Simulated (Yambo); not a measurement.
A free-standing SnS2 monolayer (symmetry P-3m1, slab cell 15.9 Å high); a = 3.647 Å, b = 3.647 Å, c = 15.900 Å, α = 90.00°, β = 90.00°, γ = 120.00°. With the G0W0 scissor the direct gap on the mesh is 3.15 eV.

Can the lowest exciton of this BSE run be trusted, and with what binding energy? (Yambo, PBEsol bands; 12×12×1 mesh, 10 valence and 6 conduction bands, static screening with 96 bands and a 3 Ry block, scissor 1.35 eV, Tamm-Dancoff, stochastic integration of W near q = 0.)

The mesh holds a bound state, but the numbers are provisional. These are vertical excitations (zero momentum); the indirect quasiparticle gap, about 2.87 eV, is smaller than the direct one (3.15 eV on the GW mesh). The lowest state lies at 2.14 eV (dark for light along x, 2 states within 2 meV), the direct quasiparticle gap on this mesh at 3.15 eV. Its binding energy, counted from that gap, is 1.01 eV; it spreads over about 23 k points of the mesh. On a 6×6×1 mesh the same difference is 1.15 eV, so it isn't converged. The first optically allowed state is at 2.52 eV. The scissor comes from a G0W0 run whose convergence isn't established. 

The standard potential for Sn keeps a d shell in the valence without the s and p states of that shell. In tests on such compounds this moved G0W0 gaps by up to about 0.9 eV, so absolute quasiparticle energies here are unreliable; differences between settings are what counts.

Spin-orbit coupling is included.

Geometry relaxed with PBEsol.
